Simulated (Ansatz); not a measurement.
A relaxation computed with Ansatz, from input to last step.

```yaml
crystal:
  lattice:
    - [2.8107567369, 0.0, 0.0]
    - [0.0, 2.8107567369, 0.0]
    - [0.0, 0.0, 5.0869215879]
  atoms:
    - { symbol: Hg, position: [0.0, 0.0, 0.0] }
    - { symbol: Pd, position: [0.5, 0.5, 0.5] }
    - { symbol: H, position: [0.0, 0.0, 0.5] }
basis:
  ecutwfc: 500
kpoints:
  mp_grid: { grid: [12, 12, 8] }
hamiltonian:
  xc: r2scan
scf:
  occupations: { method: gaussian, width: 0.1 }
output:
  forces: true
  stress: true
  eigenvalues: true
relax:
  adjacent_minimum: "off"
  f_tol: 0.025
  max_steps: 70
  cell: { stress_tol: 0.12 }
```

```bash
ansatz run input.yaml --threads 2 --pin off --max-ram 5120MiB --backend cpu --events-out ev --progress --plain --runs-dir out
```

Theory: DFT r2SCAN, scalar-relativistic, plane waves, PAW (Ansatz 0.2.0).

Of 4 frames 4 are shown, positions in Å and forces in eV/Å; the SCF threshold varies from step to step. Steps run on the plane waves of an earlier cell, with a Pulay correction in the pressure. The basis is chosen afresh for the last frame, the zero of the energies, and can be on the way; energy and pressure step there, also at an unchanged geometry.

```xyz
3
Lattice="2.8108 0.0000 0.0000 0.0000 2.8108 0.0000 0.0000 0.0000 5.0869" Properties=species:S:1:pos:R:3:forces:R:3 pbc="T T T" step=1 free_energy_over_end_meV_per_atom=0.40 pressure_GPa=-0.43
Hg    0.0000    0.0000    0.0000    0.0000    0.0000    0.0000
Pd    1.4054    1.4054    2.5435    0.0000    0.0000    0.0000
H     0.0000    0.0000    2.5435    0.0000    0.0000    0.0000
3
Lattice="2.7987 0.0000 0.0000 0.0000 2.7987 0.0000 0.0000 0.0000 5.1150" Properties=species:S:1:pos:R:3:forces:R:3 pbc="T T T" step=2 free_energy_over_end_meV_per_atom=0.02 pressure_GPa=0.35
Hg    0.0000    0.0000    0.0000    0.0000    0.0000    0.0000
Pd    1.3993    1.3993    2.5575    0.0000    0.0000    0.0000
H     0.0000    0.0000    2.5575    0.0000    0.0000    0.0000
3
Lattice="2.8000 0.0000 0.0000 0.0000 2.8000 0.0000 0.0000 0.0000 5.1450" Properties=species:S:1:pos:R:3:forces:R:3 pbc="T T T" step=3 free_energy_over_end_meV_per_atom=0.04 pressure_GPa=-0.10
Hg    0.0000    0.0000    0.0000    0.0000    0.0000    0.0000
Pd    1.4000    1.4000    2.5725    0.0000    0.0000    0.0000
H     0.0000    0.0000    2.5725    0.0000    0.0000    0.0000
3
Lattice="2.8000 0.0000 0.0000 0.0000 2.8000 0.0000 0.0000 0.0000 5.1450" Properties=species:S:1:pos:R:3:forces:R:3 pbc="T T T" step=4 free_energy_over_end_meV_per_atom=0.00 pressure_GPa=-0.10
Hg    0.0000    0.0000    0.0000    0.0000    0.0000    0.0000
Pd    1.4000    1.4000    2.5725    0.0000    0.0000    0.0000
H     0.0000    0.0000    2.5725    0.0000    0.0000    0.0000
```

Time: 38 s on 2 threads of Arm Neoverse V1 (shared host), peak memory 0.54 GiB.

Spin–orbit coupling is left out, which can shift energies with elements as heavy as these.